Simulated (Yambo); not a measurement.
**How GW settings move the gap: KScS2O8**

G0W0@PBEsol for KScS$_{2}$O$_{8}$ (space group C2/m, No. 12) in Yambo. Reference settings: 2×2×1 Γ-centred k mesh, bands 2 to 277 and a 7 Ry block in the screening, 277 bands in G with the Bruneval-Gonze terminator, plasmon pole fitted at 27.2 eV. The PBEsol gap (-0.5, -0.5, 0) → (-0.5, -0.5, 0) on this mesh is 4.25 eV; G0W0 gaps are taken between the same points.

| change from the reference | G0W0 gap (-0.5, -0.5, 0) → (-0.5, -0.5, 0) (eV) | shift of the valence edge (eV) | rough Yambo cost |
|---|---|---|---|
| reference settings | 8.00 | -1.39 | 1 |
| 111 bands in W, 111 bands in G | 8.12 | -1.25 | about 1/2 |
| 182 bands in W, 182 bands in G | 8.03 | -1.33 | within a factor of two |
| 111 bands in G | 8.00 | -1.36 | – |
| 182 bands in G | 8.00 | -1.38 | – |
| 134 bands in W | 8.09 | -1.30 | within a factor of two |
| 2 Ry block | 8.87 | -1.77 | within a factor of two |
| 3 Ry block | 8.28 | -1.48 | within a factor of two |
| 6 Ry block | 8.00 | -1.36 | within a factor of two |
| pole fitted at 55 eV | 8.07 | -1.46 | – |
| no random integration | 7.85 | -1.09 | – |
| 111 bands in G, no terminator | 8.12 | -0.76 | – |
| 182 bands in G, no terminator | 8.11 | -1.01 | – |
| no terminator | 8.09 | -1.18 | – |

The reference isn't shown to be the converged limit. Costs are rough (shared machines), scaled to the same edge states, and given only for runs that recompute the screening.

Geometry of the Materials Project entry, not relaxed at this level; primitive cell a = b = 5.0442 Å, c = 8.1828 Å, α = β = 93.94°, γ = 64.31°.

The structure is a Materials Project entry; no match was found in the copy of COD used, and its stability was not checked.

A shift is the quasiparticle energy of the state minus its PBEsol energy.
